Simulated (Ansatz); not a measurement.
Given:

Mo3Os:
Space group Pm-3m (No. 221); a = 3.9423 Å, b = 3.9423 Å, c = 3.9423 Å, α = 90.00°, β = 90.00°, γ = 90.00°

| atom | site | symmetry | x | y | z |
|---|---|---|---|---|---|
| Mo | 3c | 4/mm.m | 0.0000 | 0.5000 | 0.5000 |
| Os | 1a | m-3m | 0.0000 | 0.0000 | 0.0000 |

This is the r²SCAN-relaxed structure.

**Question.** All from r²SCAN in the plane-wave PAW code Ansatz, unless another level is named. Give the density of states at the Fermi level.

**Answer.** 0.95 states/eV per atom (mean over ±0.08 eV).

**Question.** What about the formation energy from the elements (no fitted shifts)?

**Answer.** 0.24 eV/atom.

The cell is a constructed one: a structure type filled with these elements; neither database checked (COD, Materials Project) lists it. COD files the formula under space group No. 223. Whether it is the stable phase at ambient conditions was not checked. The cell was relaxed with r²SCAN under the symmetry of its start; its stability against distortions is not shown here. No spin polarisation was allowed. The references are the lowest solids computed at this level, not always the standard phases. Spin–orbit coupling is left out wherever it is not named.

Potentials: the earlier of the program's two PAW sets.
